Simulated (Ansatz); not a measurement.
AgBr3 in Ansatz, settings compared

The command:

```bash
ansatz run input.yaml --threads 1 --pin off --max-ram 2560MiB --backend cpu --events-out ev --progress --plain --runs-dir out
```

The input file (Ansatz 0.2.0, plane waves):

```yaml
crystal:
  lattice:
    - [3.723316, 0.0, 0.0]
    - [-1.861658, 3.224488, 0.0]
    - [0.0, 0.0, 9.118107]
  atoms:
    - { symbol: Br, position: [0.0, 0.0, 0.0] }
    - { symbol: Br, position: [0.33333, 0.66667, 0.33333] }
    - { symbol: Br, position: [0.66667, 0.33333, 0.66667] }
    - { symbol: Ag, position: [0.0, 0.0, 0.5] }
  symmetry: { tolerance: 0.0003 }
kpoints:
  mp_grid: { grid: [6, 6, 2], shift: [0, 0, 0] }
magnetization:
  spin_polarized: false
scf:
  occupations: { method: fermi_dirac }
hamiltonian:
  pseudopotentials: { kind: paw }
  xc: r2scan
basis:
  ecutwfc: 500
output:
  forces: true
  stress: true
  eigenvalues: true
  write_density: true
  write_potential: true
  elf: true
  volumetric_format: npy
```

Origin of the cell: a known structure type with other elements, at an estimated volume, so it need not be a known compound.

The smearing width isn't typed, so it takes its default of 0.1 eV.

Output of this run (shortened):

```
Warning: the atoms were moved onto the symmetric positions of the space group found under crystal.symmetry.tolerance 3.0e-4 (fractional; no operation is sought that the atoms, as they stand i […]
Pseudopotentials: kind: paw
Pseudopotential: Br, paw, valence charge 7, recommended cutoff 500 eV (meta_gga), Br.paw.azcp
Pseudopotential: Ag, paw, valence charge 19, recommended cutoff 500 eV (meta_gga), Ag.paw.azcp
Functional definition: r2SCAN
  exchange = r2scan_x(k0 = k0, k1 = k1, a1 = a1)
  correlation = r2scan_c
Crystal: 4 atoms, lattice volume = 109.470 Å³
Basis set: ecut = 500 eV, 2793 PW (Γ), exchange–correlation on 120×120×288 points (64 copies of the dense FFT grid, shifted against one another)
Bands: 24, of which v1, the nominal top of the filled ones, is band 20 counted from 1 (19 counted from 0)
Symmetry: 12 space group operations
[… 8 lines left out …]
Initial density: superposition of atomic densities (neutral atoms: chi_scale 0, normalization atom), corrected by the library's trained network
Functional: x = r2scan, c = r2scan; τ floored in thin density (d = 2e-4 eV/Å³)
SCF iter   1: F=—  HF=-15982.363835 eV  Δρ=7.41e-3  dr2=1.68e-1  dr2_τ=7.16e-3
SCF iter   2: F=—  HF=-15982.367103 eV  Δρ=2.60e-3  dr2=4.05e-2  dr2_τ=4.95e-4
SCF iter   3: F=—  HF=-15982.366690 eV  Δρ=2.18e-3  dr2=4.75e-3  dr2_τ=1.26e-4
SCF iter   4: F=—  HF=-15982.365624 eV  Δρ=6.95e-4  dr2=1.03e-3  dr2_τ=1.23e-5
SCF iter   5: F=—  HF=-15982.365515 eV  Δρ=5.36e-4  dr2=4.36e-4  dr2_τ=5.06e-6
SCF iter   6: F=—  HF=-15982.365434 eV  Δρ=2.69e-4  dr2=1.27e-4  dr2_τ=1.39e-6
SCF iter   7: F=—  HF=-15982.365403 eV  Δρ=4.01e-5  dr2=2.85e-6  dr2_τ=1.73e-7
SCF iter   8: F=—  HF=-15982.365418 eV  Δρ=6.54e-6  dr2=4.95e-8  dr2_τ=3.50e-9
SCF iter   9: F=-15982.365418 eV  HF=-15982.365418 eV  Δρ=1.80e-6  dr2=5.65e-9  dr2_τ=3.18e-10
SCF 1 converged in 9 iterations: F = -15982.365418 eV  dr2 = 5.65e-9
SCF converged after 9 iterations
Free energy (F): -15982.365418 eV
Harris-Foulkes:  -15982.365418 eV  (|F-HF|=1.39e-9)
Internal energy: -15982.148277 eV  (E = F + TS)
E sigma→0 (E₀):  -15982.256848 eV
Entropy (-TS):   -0.217141 eV (-54.285 meV/atom)
Fermi energy:    4.301965 eV
--- Per-component energies (eV) ---
  E_band       = -513.579218
  E_kinetic    = 926.380761
  E_local      = -5987.730148  (includes V_loc(G=0)·N_el)
  E_nonlocal   = 292.737662
  E_hartree    = 2639.889241
  E_xc         = -926.060328
  E_vxc        = -600.012202  (∫ρ·V_xc dr)
  E_paw        = -10734.228370  (= ΣΔE_a)
  E_vpaw       = -460.446747  (= ΣTr[D̂ρ^β])
  E_aug_tail   = 0.000045  (compensation charges beyond the density's cutoff)
  E_vtau       = 35.711371  (kinetic-family band-sum trace: ∫τ·v_τ [+ j·A + Jᵃ·Aᵃ] dr)
  E_ewald      = -2192.153249
  E_core_change = -0.983892  (= ΣΔE_core)
  E_smearing   = -0.217141  (= −TS)
  Σ components = -15982.365418   (vs F -15982.365418, Δ=0.00e0)
--- Forces (eV/Å), atoms counted from 1 ---
  atom   1  Br    -0.000000    -0.000000     0.000000
  atom   2  Br    -0.000000     0.000000    -0.929463
  atom   3  Br    -0.000000    -0.000000     0.929463
  atom   4  Ag     0.000000     0.000000     0.000000
  max |Σ_I F_I| component: 2.78e-17 eV/Å
--- Stress (GPa, compression-positive) ---
        3.349396       0.000000       0.000000
        0.000000       3.349396       0.000000
        0.000000       0.000000       3.027200
  P = ⅓ Tr σ = 3.2420 GPa (32.420 kbar)
```

The same input was run again with these changes:

1. `scf.occupations.method` fermi_dirac → tetrahedron; `scf.eigensolver.kind` default → davidson; `basis.xc_grid` default → 1
2. `scf.convergence.dr2_threshold` default → 1.0e-11; `kpoints.mp_grid.shift` [0, 0, 0] → [0.5, 0.5, 0.5]
3. `scf.algorithm` default → density_mixing; `hamiltonian.hubbard` default → { sites: [{ species: Ag, l: d, u_eff: 8.0 }], double_counting: fll }
4. `scf.occupations` { method: fermi_dirac } → default; `scf.max_iter` default → 60

```json
{"run": "base", "end": "converged", "SCF iterations": "9", "P (GPa)": "3.24", "max force component (eV/Å)": "0.929", "moment (μB)": "–", "ΔE(σ→0) (meV/atom)": "0"}
{"run": "1", "end": "converged", "SCF iterations": "10", "P (GPa)": "2.98", "max force component (eV/Å)": "0.952", "moment (μB)": "–", "ΔE(σ→0) (meV/atom)": "2.31"}
{"run": "2", "end": "converged", "SCF iterations": "12", "P (GPa)": "3.35", "max force component (eV/Å)": "0.938", "moment (μB)": "–", "ΔE(σ→0) (meV/atom)": "6.42"}
{"run": "3", "end": "converged", "SCF iterations": "13", "P (GPa)": "4.55", "max force component (eV/Å)": "1.316", "moment (μB)": "–", "ΔE(σ→0) (meV/atom)": "–"}
{"run": "4", "end": "input refused", "SCF iterations": "0", "P (GPa)": "–", "max force component (eV/Å)": "–", "moment (μB)": "–", "ΔE(σ→0) (meV/atom)": "–"}
```

Energies are compared only where functional, datasets, charge and starting cell are the same.

Caveats of the base run: the k mesh is coarse if the cell is a metal.

Run 1: forces and stress under tetrahedra may miss the slope of the energy.
Run 2: the k mesh keeps only part of the crystal's symmetry.

The base run ran for 18 s on 1 thread of Arm Neoverse N1 (shared host), peak memory 0.61 GiB, from the program's own first density.
